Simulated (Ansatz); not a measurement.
Data:

NaCl (rock salt)

```
NaCl
1.0
    0.00000     2.80387     2.80387
    2.80387     0.00000     2.80387
    2.80387     2.80387     0.00000
Na Cl
1 1
Direct
  0.00000   0.00000   0.00000
  0.50000   0.50000   0.50000
```

This relaxed cell (volume V₀) is scaled evenly in all directions, its shape held. Symmetry pins the atoms to their sites.

All values below come from r2SCAN (plane waves to 500 eV, PAW, scalar-relativistic; Ansatz, a quantum-chemistry and plane-wave program). k mesh 10×10×10 (Γ-centred), Fermi-Dirac smearing 0.05 eV. E stands for the smeared free energy. Compression counts positive. NaCl was relaxed with its symmetry unable to fall. ΔE is measured from the relaxed starting cell.

The scan covers V/V₀ from 0.840 to 1.160 in 11 points.

### Question
What is the fitted pressure derivative B₀′?

### Answer
4.7.

### Question
What bulk modulus B₀ follows from a third-order Birch-Murnaghan fit?

### Answer
27.5 GPa.

(A scan under strain: stresses follow from slopes of the energy per volume, elastic moduli from its curvatures.)
